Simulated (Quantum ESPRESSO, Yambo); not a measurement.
Levels of theory for the gap of SiO2

SiO2 (space group Imma, No. 74): one geometry, one set of PBEsol (Quantum ESPRESSO, PseudoDojo norm-conserving, 84 Ry, without SOC) orbitals, self-energies from Yambo (2×2×2 Γ-centred k mesh, 314 bands and a 7 Ry block in the screening, 314 bands in G with the Bruneval-Gonze terminator, plasmon pole fitted at 27.2 eV).

The geometry is that of Materials Project entry mp-600000, symmetrised and not relaxed again.

| level | gap Γ → Γ (eV) | rough Yambo cost |
|---|---|---|
| PBEsol (Quantum ESPRESSO) | 5.60 | – |
| exchange only (Hartree-Fock self-energy on PBEsol orbitals) | 15.17 | about 1/20 (12 states) |
| static COHSEX@PBEsol | 9.96 | within a factor of two (2 states) |
| G0W0@PBEsol, plasmon pole | 8.58 | 1 (12 states) |

Bare exchange has no screening and gives the widest gap; static COHSEX screens it but leaves out the frequency dependence, which G0W0 restores.

Costs are rough ratios of core time on shared machines.

Nearest settings tried, and what they do to the gap: 201 bands in G: -4 meV; 201 bands in W, 201 bands in G: +4 meV; 6 Ry block (387 vectors against 489): -43 meV. Not varied: mesh. So the settings aren't converged at that level. The k mesh is coarse.

This is not the ordinary phase of the substance; no match was found in the copy of COD used, and its stability was not checked.
